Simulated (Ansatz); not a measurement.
## The bulk modulus of PtSe₂ from a series of volumes

Reference cell: a COD entry, its atoms then relaxed with PBE in this cell.

```
CELL_PARAMETERS angstrom
3.72780 0.00000 0.00000
-1.86390 3.22837 0.00000
0.00000 0.00000 5.03130
ATOMIC_POSITIONS crystal
Pt 0.00000 0.00000 0.00000
Se 0.33333 0.66667 0.26021
Se 0.66667 0.33333 0.73979
```

Atom numbers follow the list; atoms alike are taken as one site, whose name carries the number of the first.

Method: Kohn–Sham DFT in Ansatz, PBE, plane waves and PAW, scalar-relativistic, 420 eV cutoff, Γ-centred 14×14×9 k-points, Fermi–Dirac smearing 0.05 eV.

The cell is scaled uniformly, and the ions relax again at each size.

```
V/V₀  pressure (GPa)
0.94            10.1
0.96               ?
0.98             6.1
1.00             4.4
1.02             2.9
1.04             1.6
1.06             0.4
```

Task: Estimate the row at V/V₀ = 0.96, the equilibrium volume and the bulk modulus.

Result: pressure (GPa): 8.0. Worked: a parabola in ln(V/V₀) through the other 6 rows gives 8.0 GPa there. It crosses zero pressure at V/V₀ = 1.067, the equilibrium volume of this functional, where the bulk modulus is B = −dP/d ln V = 56 GPa. The shape of the cell is held, so in this non-cubic crystal both values are those of uniform scaling, and B is an upper bound to the hydrostatic one. No dispersion correction is included, which matters between the layers of this solid.
